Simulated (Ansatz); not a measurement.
ZnSe:
```cif
data_SeZn
_chemical_formula_sum 'Zn1 Se1'
_space_group_name_H-M_alt 'P-6m2'
_space_group_IT_number 187
_space_group_name_Hall 'P -6 2'
_cell_length_a 3.65985
_cell_length_b 3.65985
_cell_length_c 3.28008
_cell_angle_alpha 90.000
_cell_angle_beta 90.000
_cell_angle_gamma 120.000
loop_
_atom_site_label
_atom_site_type_symbol
_atom_site_symmetry_multiplicity
_atom_site_Wyckoff_symbol
_atom_site_fract_x
_atom_site_fract_y
_atom_site_fract_z
_atom_site_occupancy
Zn1 Zn 1 a 0.00000 0.00000 0.00000 1
Se1 Se 1 f 0.66667 0.33333 0.50000 1
```

Relaxed with PBEsol.

**Question.** Decompose the optical modes at the zone centre into irreducible representations, and say which are infrared and Raman allowed.

**Answer.** Point group -6m2: Γ_opt = A2'' + E'. Infrared: A2'', E'. Raman: E'.

**Question.** Assign frequencies (DFPT, PBEsol (plane waves, PAW; program Ansatz)).

**Answer.** A2'' 52, E' 120 cm⁻¹.

The cell is a constructed one: a structure type filled with these elements; neither database checked (COD, Materials Project) lists it. It is not the phase usual at ambient conditions (space group No. 216). The cell keeps a stress of up to 0.3 GPa. The cell was relaxed with PBEsol under the symmetry of its start; of distortions, only those at the zone centre were tested. As this level gives no gap, phonon frequencies hold no LO–TO term and depend on the k-mesh and smearing (Fermi–Dirac, 0.1 eV here).

Potentials: the later of the program's two PAW sets.
